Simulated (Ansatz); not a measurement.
**Relaxed lattice of TeAs₂ against the functional**

Method: plane-wave DFT with PAW (Ansatz; 420 eV, 500 eV for r²SCAN). Each run relaxes cell and atoms to zero pressure from this start:

```
Te As
1.0
    -3.55645    3.55645    2.94052
     3.55645   -3.55645    2.94052
     3.55645    3.55645   -2.94052
Te As
2 4
Direct
  0.75000 0.25000 0.50000
  0.00000 0.00000 0.00000
  0.37500 0.62500 0.25000
  0.37500 0.12500 0.75000
  0.37500 0.62500 0.75000
  0.87500 0.62500 0.25000
```

```json
{"Γ-centred k-mesh": "8×8×8", "occupation rule": "Gaussian smearing, 0.1 eV", "spin treatment": "unpolarised"}
```

Lengths are those of the conventional cell, space group I4_1/amd.

```tsv
functional	a (Å)	c (Å)	volume (Å³/atom)	gap on mesh (eV)
LDA	6.897	5.764	22.85	metal
PBE	7.124	5.821	24.62	metal
r2SCAN	7.132	5.740	24.33	metal
```

**Question.** What does PBEsol give?

**Answer.** It gives:

| functional | a (Å) | c (Å) | volume (Å³/atom) | gap on mesh (eV) |
| --- | --- | --- | --- | --- |
| PBEsol | 6.941 | 5.798 | 23.28 | metal |

Cost: 4 runs of about 23 core-minutes in all, on Arm Neoverse N1 (shared hosts).